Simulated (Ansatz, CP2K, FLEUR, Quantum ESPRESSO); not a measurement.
**Sn3Te: programs and potentials compared**

```
CELL_PARAMETERS angstrom
4.86562 0.00000 0.00000
0.00000 4.86562 0.00000
0.00000 0.00000 4.86562
ATOMIC_POSITIONS crystal
Te 0.00000 0.00000 0.00000
Sn 0.00000 0.50000 0.50000
Sn 0.50000 0.00000 0.50000
Sn 0.50000 0.50000 0.00000
```

The cell comes from a database or a generator and needn't be the stable form of this composition.

Alike in all runs: task equation of state; functional PBEsol; k mesh 6 × 6 × 6; occupations fermi-dirac, width 0.05 eV; no spin polarisation; no spin-orbit coupling.

```tsv
program and potentials	plane-wave cutoff (eV)	notes	equilibrium volume (Å³/atom)	bulk modulus (GPa)
Ansatz, Ansatz PAW	420	potentials made for PBE, which Ansatz adapts in part	27.34	50.3
Quantum ESPRESSO, GBRV 1.5 PBEsol	925	-	27.28	50.6
FLEUR, all-electron, FLAPW	-	-	?	?
Ansatz, all-electron LAPW, scalar-relativistic	-	-	27.33	50.1
CP2K, POTENTIAL_UZH Te GTH-PBE-q6, Sn GTH-PBE-q4; TZVP-MOLOPT-PBE-GTH basis	-	atomic basis; potentials made for PBE	29.00	46.9
```

Q: Estimate from the other rows what the run with FLEUR, all-electron, FLAPW gave.

A: Equilibrium volume 27.35 Å³/atom; bulk modulus 50.3 GPa. The other rows, which needn't bracket it: equilibrium volume 27.28 to 29.00; bulk modulus 46.9 to 50.6.
